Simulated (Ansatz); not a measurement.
Input:

Starting cell, Zr (hcp, Mg type):

```
Zr
1.0
    6.46252     0.00000     0.00000
   -1.61563     2.79835     0.00000
    0.00000     0.00000     5.17316
Zr
4
Direct
  0.16667   0.66667   0.75000
  0.66667   0.66667   0.75000
  0.33333   0.33333   0.25000
  0.83333   0.33333   0.25000
```

Scan: atom 4 (Zr, nearest neighbour Zr at 3.189 Å; its periodic images, 3.2 Å or more away, move with it) is displaced along Cartesian x, direction (1.000, 0.000, 0.000) in Cartesian axes, by s. The other atoms stay.

These are PBE (plane waves to 420 eV, PAW, scalar-relativistic; Ansatz, a quantum-chemistry and plane-wave program) values and carry that method's errors. k mesh 13×13×7 (Γ-centred), Fermi-Dirac smearing 0.05 eV. E stands for the smeared free energy. Left out: 2 of 11 points, with atoms too close for the PAW data. With partly filled bands, energies and forces of such displacements shift with the k mesh and the smearing. Zr is run without spin polarisation. Zr was relaxed with its symmetry unable to fall. The zero of ΔE is the undisplaced structure.

The scan covers s from -0.512 to 0.512 Å in 9 points.

Is this a single well or a double well?

A single well with its minimum at or next to zero displacement.

What is the force constant k = d²E/ds² of this move at s = 0?

4.86 eV/Å².

(For displaced atoms, the force is minus the slope of the energy, and its curvature is a force constant, which sets phonon frequencies.)
